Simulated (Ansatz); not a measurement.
Rb$_{2}$NaYF$_{6}$:
Space group Fm-3m (No. 225); a = 8.8291 Å, b = 8.8291 Å, c = 8.8291 Å, α = 90.00°, β = 90.00°, γ = 90.00°

```tsv
atom	site	symmetry	x	y	z
Rb	8c	-43m	0.2500	0.2500	0.2500
Na	4b	m-3m	0.5000	0.5000	0.5000
Y	4a	m-3m	0.0000	0.0000	0.0000
F	24e	4m.m	0.0000	0.0000	0.2446
```
(The calculation used a cell of 10 atoms; values per cell refer to that cell.)

Relaxed with r²SCAN. Independent-particle spectrum: no excitons, no local fields, no scissors shift; 0.1 eV broadening; ε₁ of the summed bands alone.

### Question
Tabulate the dielectric function from r²SCAN (plane waves, PAW; program Ansatz).

### Answer


```tsv
E (eV)	ε₁ xx	ε₂ xx
0.0	2.00	0.00
0.5	2.00	0.00
1.0	2.00	0.00
1.5	2.01	0.00
2.0	2.02	0.00
2.5	2.04	0.00
3.0	2.05	0.00
3.5	2.07	0.00
4.0	2.10	0.00
4.5	2.13	0.00
5.0	2.17	0.00
5.5	2.22	0.00
6.0	2.28	0.00
6.5	2.36	0.00
7.0	2.47	0.00
7.5	2.64	0.00
8.0	2.87	0.19
8.5	3.02	0.32
9.0	3.33	0.42
9.5	4.80	1.80
10.0	1.19	2.77
10.5	2.49	1.03
11.0	2.08	2.95
11.5	0.73	1.55
12.0	1.27	0.75
```

### Question
From ε at 9.0 eV (xx: 3.33 + 0.42i), find n, k, the normal reflectivity and the absorption coefficient.

### Answer
n = 1.83, k = 0.115, R = 9 %, α = 2kE/ħc = 100000 cm⁻¹.

With all bands, ε∞ without local fields is 2.15.

The workflow started from a Materials Project entry (that database holds measured and hypothetical structures alike); the Crystallography Open Database files this formula in space group No. 225, but the cells were not matched. Whether it is the stable phase at ambient conditions was not checked. The cell was relaxed with r²SCAN under the symmetry of its start; whether a distortion lowers the energy is not shown. The run is not spin-polarised. Spin–orbit coupling is left out wherever it is not named.

Potentials: the later of the program's two PAW sets.
